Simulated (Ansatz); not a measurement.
**V₂O₅: Electric field gradients**

The cell is a computed structure from the Materials Project (it need not be an observed phase), atoms as given.

Space group P-1 (No. 2); a = 6.2899, b = 6.5972, c = 7.3638 Å, α = 77.37°, β = 80.02°, γ = 75.91°.

```csv
site,Wyckoff,site symmetry,x,y,z
V1,2i,1,0.1638,0.7157,0.5626
V3,2i,1,0.6802,0.8363,0.3930
O5,2i,1,0.9751,0.8313,0.3926
O7,2i,1,0.3807,0.8738,0.5368
O9,2i,1,0.0237,0.7023,0.7682
O11,2i,1,0.6406,0.8818,0.1777
O13,2i,1,0.2859,0.4532,0.5255
```

One atom of each set is listed.

The numbers come from a DFT calculation in Ansatz (PBE, plane waves and PAW, scalar-relativistic, 420 eV cutoff, Γ-centred 4×4×4 k-points, Fermi–Dirac smearing 0.02 eV).

C_Q = eQV_zz/h, which is 24.18 MHz for Q = 1 b and V_zz = 10²¹ V/m²; η = (V_xx − V_yy)/V_zz.

V-51: I = 7/2, Q = -52.00 mb; ¹⁷O: I = 5/2, Q = -25.58 mb. Quadrupole moments are those of Pyykkö's year-2017 table.

```tsv
site	atoms	first shell	V_zz (10²¹ V/m²)	η	C_Q (MHz)
V1	2	4 O at 1.61–1.87 Å; also 1 O at 2.98 Å	-4.11	0.11	5.17
V3	2	5 O at 1.60–2.02 Å	-2.57	0.32	3.23
O5	2	2 V at 1.79–1.85 Å, angle 133°; also 1 V at 2.98 Å	-3.69	0.84	2.28
O7	2	3 V at 1.87–2.02 Å	-5.60	0.39	3.46
O9	2	1 V at 1.61 Å	-1.52	0.74	0.938
O11	2	1 V at 1.60 Å	-1.36	0.74	0.840
O13	2	2 V at 1.77–1.84 Å, angle 149°	-4.28	0.94	2.64
```

At V1 V_zz points along its shortest bond, to O (within 4°). At O7 V_zz stands upright on the plane through its three neighbours (within 9°). At O11 V_zz points along its bond to V (within 6°).

At this cell the principal stresses reach 5 GPa in size with PBE, which can matter for small gradients. The largest force is 1.4 eV/Å, so the atoms aren't at the calculated equilibrium and relaxing them would move these values. Where η is near 1 the sign of V_zz means little.

Hardware: 1 thread of Arm Neoverse V1 (aarch64; 8 cores open to the job, memory cap 2.5 GiB, no GPU), a shared host with a load of 0.5 a core. Wall time 80 s, CPU time 80 s, peak memory 0.79 GiB.
